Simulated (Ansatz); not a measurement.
AgCl:
```
CELL_PARAMETERS angstrom
      0.00000     2.80575     2.80575
      2.80575     0.00000     2.80575
      2.80575     2.80575     0.00000
ATOMIC_POSITIONS crystal
  Ag 0.50000 0.50000 0.50000
  Cl 0.00000 0.00000 0.00000
```

This is the PBE-relaxed structure.

Problem. All from PBE (plane waves, PAW; program Ansatz), unless another level is named. Give the Poisson's ratio.

Solution. 0.42.

Problem. And the elastic constants (relaxed ions, GPa)?

Solution. C11 = 52.4, C12 = 36.7, C44 = 6.3.

Problem. And the zero-point energy?

Solution. 15.8 meV/atom.

Problem. And the highest zone-centre frequency (without LO–TO term)?

Solution. 92 cm⁻¹.

Space group Fm-3m (rock salt). The cell was relaxed with PBE under the symmetry of its start; phonons on a q-mesh show no instability. No spin polarisation was allowed.

Potentials: the later of the program's two PAW sets.
